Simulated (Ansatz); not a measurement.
RhCl3:
Space group C2/m (No. 12); a = 6.007 Å, b = 10.403 Å, c = 6.230 Å, α = γ = 90.00°, β = 107.65°

```json
[
 {"atom": "Rh", "site": "4g", "symmetry": "2", "x": "0.0000", "y": "0.1666", "z": "0.0000"},
 {"atom": "Cl", "site": "8j", "symmetry": "1", "x": "0.2451", "y": "0.3242", "z": "0.2209"},
 {"atom": "Cl", "site": "4i", "symmetry": "m", "x": "0.2177", "y": "0.0000", "z": "0.2217"}
]
```
(The calculation used a cell of 8 atoms; values per cell refer to that cell.)

Relaxed with r²SCAN.

**Question.** Which orbitals make up the states near the band edges in plane-wave PAW r²SCAN (Ansatz code)?

**Answer.** Top 1 eV of the valence band: Rh 4d 58 %, Cl 3p 41 %. Bottom 1 eV of the conduction band: Rh 4d 52 %, Cl 3p 44 %. Projections are on Löwdin-orthogonalised atomic valence shells; empty p or d shells of many metals are not among them.

**Question.** Tabulate the density of states.

**Answer.** States/eV per cell of 8 atoms, in 0.25 eV bins, energy from the valence-band maximum.

```
E (eV)  total  Cl 3p  Rh 4d  Cl 3s
------  -----  -----  -----  -----
-5.70    0.00   0.00   0.00   0.00
-5.45    7.11   5.26   1.00   0.11
-5.20   11.66   7.42   3.71   0.18
-4.95   16.72  10.34   5.80   0.27
-4.70   11.84   7.81   3.59   0.25
-4.45    9.43   6.77   2.38   0.13
-4.20    8.01   6.15   1.62   0.09
-3.95    5.10   3.74   1.19   0.06
-3.70    6.61   4.73   1.65   0.13
-3.45    6.61   4.95   1.43   0.12
-3.20    6.43   4.75   1.46   0.09
-2.95    5.52   4.21   1.16   0.06
-2.70    8.53   7.16   1.21   0.05
-2.45    9.03   7.75   1.13   0.03
-2.20   12.67  10.51   1.97   0.04
-1.95    7.82   6.54   1.18   0.02
-1.70    9.79   8.96   0.74   0.01
-1.45    1.12   1.09   0.03   0.00
-1.20    7.10   1.36   5.63   0.01
-0.95    0.95   0.22   0.72   0.00
-0.70   15.25   6.20   8.88   0.02
-0.45   10.22   3.71   6.40   0.01
-0.20   14.12   6.16   7.85   0.01
0.05     0.37   0.18   0.18   0.00
0.30     0.00   0.00   0.00   0.00
0.55     0.00   0.00   0.00   0.00
0.80     0.00   0.00   0.00   0.00
1.05     0.00   0.00   0.00   0.00
1.30     0.00   0.00   0.00   0.00
1.55     0.00   0.00   0.00   0.00
1.80     0.96   0.38   0.53   0.04
2.05    19.09   8.06  10.03   0.56
2.30    11.94   5.55   5.97   0.21
2.55     0.00   0.00   0.00   0.00
2.80     0.00   0.00   0.00   0.00
3.05     0.00   0.00   0.00   0.00
3.30     0.00   0.00   0.00   0.00
3.55     0.00   0.00   0.00   0.00
3.80     0.00   0.00   0.00   0.00
4.05     0.00   0.00   0.00   0.00
4.30     0.00   0.00   0.00   0.00
4.55     0.00   0.00   0.00   0.00
4.80     0.00   0.00   0.00   0.00
5.05     0.00   0.00   0.00   0.00
5.30     0.00   0.00   0.00   0.00
5.55     0.00   0.00   0.00   0.00
5.80     0.00   0.00   0.00   0.00
6.05     0.00   0.00   0.00   0.00
6.30     0.00   0.00   0.00   0.00
6.55     0.00   0.00   0.00   0.00
```

The workflow started from a Materials Project entry (that database holds measured and hypothetical structures alike); the Crystallography Open Database files this formula in space group No. 12, but the cells were not matched. Whether it is the stable phase at ambient conditions was not checked. Symmetry was held in the r²SCAN relaxation; its stability against distortions is not shown here. The run is not spin-polarised. A crystal of weakly bound layers computed without a dispersion correction: the cell and the soft elastic constants depend strongly on that. Spin–orbit coupling is left out wherever it is not named.

Potentials: the later of the program's two PAW sets.
